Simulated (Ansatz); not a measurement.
## A plane-wave run on SnAs2

Input file of Ansatz 0.2.0:

```yaml
crystal:
  lattice:
    - [4.024402, 0.0, 0.0]
    - [0.0, 4.024402, 0.0]
    - [0.0, 0.0, 8.24252]
  atoms:
    - { symbol: As, position: [0.0, 0.5, 0.33] }
    - { symbol: As, position: [0.5, 0.0, 0.67] }
    - { symbol: As, position: [0.0, 0.0, 0.0] }
    - { symbol: As, position: [0.5, 0.5, 0.0] }
    - { symbol: Sn, position: [0.0, 0.5, 0.735] }
    - { symbol: Sn, position: [0.5, 0.0, 0.265] }
  symmetry: { tolerance: 0.0003 }
kpoints:
  mp_grid: { grid: [3, 3, 1], shift: [0, 0, 0] }
magnetization:
  spin_polarized: false
scf:
  occupations: { method: gaussian, width: 0.2108 }
hamiltonian:
  pseudopotentials: { kind: paw }
  xc: pbe0
basis:
  ecutwfc: 420
  fft_grid_basis: typed
output:
  forces: true
  stress: true
  eigenvalues: true
  bader: true
  populations: true
  elf: true
  write_potential: true
  volumetric_format: npy
  dos:
    e_range: [-12, 8]
    de: 0.05
    projected: { site_lists: { As: [As], Sn: [Sn] } }
    method: { smearing: { sigma: 0.1, scheme: gaussian } }
```

Output (shortened):

```
Warning: output.stress: scf.convergence.dr2_threshold = 1e-7 eV (the SCF's general default) is looser than the 6e-10 eV advised for a printed stress (1e-10 eV for each atom of the cell: 6).
Warning: output.stress: scf.exx.energy_threshold = 1e-6 eV is looser than the 6e-8 eV advised for a stress under a hybrid functional (1e-8 eV for each atom of the cell: 6). Every SCF of the exchange loop can meet its threshold on dr2 while the loop round them stops early: no threshold on dr2 bounds what that leaves in the stress. Set scf.exx.energy_threshold to 6e-8 eV or tighter.
Pseudopotentials: kind: paw
Pseudopotential: As, paw, valence charge 15, recommended cutoff 420 eV (normal), As.paw.azcp
Pseudopotential: Sn, paw, valence charge 14, recommended cutoff 420 eV (normal), Sn.paw.azcp
Functional definition: PBE0
  exchange = (1 - a)*pbe_x(kappa = kappa, mu = beta*pi^2/3) + a*exact_x
  correlation = pbe_c(beta = beta)
Crystal: 6 atoms, lattice volume = 133.494 Å³
Basis set: ecut = 420 eV, 2603 PW (Γ), exchange–correlation on 54×54×120 points (8 copies of the dense FFT grid, shifted against one another)
Bands: 53, of which v1, the nominal top of the filled ones, is band 44 counted from 1 (43 counted from 0)
Symmetry: 16 space group operations
Space group: P4/nmm (ITA 129), of the structure as read, at distance tolerance 1.5e-3 Å
k-points: 3 of 9
Initial density: superposition of atomic densities (neutral atoms: chi_scale 0, normalization atom), corrected by the library's trained network
Functional: x = pbe(κ = 0.804, μ = 0.2195), c = pbe(β = 0.0667), warm-up for x = 0.75 pbe(κ = 0.804, μ = 0.2195) + 0.25 exact, c = pbe(β = 0.0667)
SCF iter   1: F=—  Δρ=5.26e-3  dr2=7.60e-2
SCF iter   2: F=—  Δρ=3.53e-3  dr2=3.61e-2
SCF iter   3: F=—  Δρ=6.64e-4  dr2=1.27e-3
SCF iter   4: F=—  Δρ=4.57e-4  dr2=3.08e-4
SCF iter   5: F=—  Δρ=1.36e-4  dr2=6.06e-5
SCF iter   6: F=—  Δρ=6.59e-5  dr2=9.66e-6
SCF iter   7: F=—  Δρ=2.56e-5  dr2=2.47e-6
SCF iter   8: F=—  Δρ=1.06e-5  dr2=3.29e-7
SCF iter   9: F=—  Δρ=4.26e-6  dr2=6.65e-8
SCF iter  10: F=—  Δρ=1.52e-6  dr2=6.70e-9
…
SCF iter   3: F=—  Δρ=2.84e-5  dr2=7.57e-6
SCF iter   4: F=—  Δρ=9.20e-6  dr2=3.71e-7
SCF iter   5: F=—  Δρ=3.92e-6  dr2=3.92e-8
SCF iter   6: F=—  Δρ=1.48e-6  dr2=4.62e-9
SCF iter   7: F=—  Δρ=3.48e-7  dr2=2.24e-10
SCF iter   8: F=-31480.7824 eV  Δρ=9.78e-8  dr2=3.22e-11
hybrid outer 2: dexx = +4.979e-6 eV, tail = 1.92e-7 eV, Δε = 5.27e-3 eV (about 4.19e-4 eV left of the loop's levels), ΔF = 5.80e-3 eV/Å (tail 1.34e-3)
SCF iter   1: F=—  Δρ=1.36e-6  dr2=2.60e-9
SCF iter   2: F=-31480.7824 eV  Δρ=9.56e-7  dr2=1.09e-9
hybrid outer 3: dexx = +3.463e-9 eV, tail = 3.06e-9 eV, Δε = 1.08e-4 eV (about 5.20e-5 eV left of the loop's levels), ΔF = 1.32e-4 eV/Å (tail 3.27e-4)
Free energy (F): -31480.7824 eV
Frozen-core exchange: fock
Harris-Foulkes:  -31480.7824 eV  (|F-HF|=5.89e-10)
Internal energy: -31480.7809 eV  (E = F + TS)
E sigma→0 (E₀):  -31480.7816 eV
Entropy (-TS):   -0.0014 eV (-0.240 meV/atom)
Fermi energy:    10.9586 eV
--- Per-component energies (eV) ---
  E_band       = -1295.2583
  E_kinetic    = 778.7171
  E_local      = -8473.9432  (includes V_loc(G=0)·N_el)
  E_nonlocal   = -2751.9786
  E_hartree    = 4850.1972
  E_xc         = -829.7560
  E_vxc        = -393.0542  (∫ρ·V_xc dr)
  E_exx        = -352.1195  (= α·E_x^exact, valence–valence)
  E_paw        = -15516.8662  (= ΣΔE_a)
  E_vpaw       = 548.8449  (= ΣTr[D̂ρ^β])
  E_aug_tail   = 0.0000  (compensation charges beyond the density's cutoff)
  E_ewald      = -9182.4227
  E_core_change = -2.6092  (= ΣΔE_core)
  E_smearing   = -0.0014  (= −TS)
--- Forces (eV/Å), atoms counted from 1 ---
  atom   1  As     0.0000     0.0000     0.2820
  atom   2  As     0.0000     0.0000    -0.2820
  atom   3  As     0.0000     0.0000     0.0000
  atom   4  As     0.0000     0.0000     0.0000
  atom   5  Sn     0.0000     0.0000    -1.0100
  atom   6  Sn     0.0000     0.0000     1.0100
--- Stress (GPa, compression-positive) ---
       -1.8671       0.0000       0.0000
        0.0000      -1.8671       0.0000
        0.0000       0.0000       7.6431
  P = ⅓ Tr σ = 1.3029 GPa (13.029 kbar)
--- Löwdin populations: 6 sites ---
  site symbol       q [e]
     0     As     15.1839
     1     As     15.1839
     2     As     15.0021
     3     As     15.0021
     4     Sn     13.6584
     5     Sn     13.6584
  spilling = 0.0035 (of n_electrons = 88.0000)
--- Bader charges: 6 sites ---
  site symbol  charge [e]  shift [e]
     0     As     -0.4641     0.0000
     1     As     -0.4641     0.0000
     2     As     -0.2260     0.0000
     3     As     -0.2260     0.0000
     4     Sn      0.6901     0.0000
     5     Sn      0.6901     0.0000
```

Total energies depend on the potentials used, so only differences within one code and one set of settings carry meaning.

Origin: a known structure type with other elements, at an estimated volume, so it need not be a known compound. Caveats: the exchange threshold is loose for a stress; the SCF threshold is loose for a stress; hybrid functional on a coarse k mesh; wide smearing.
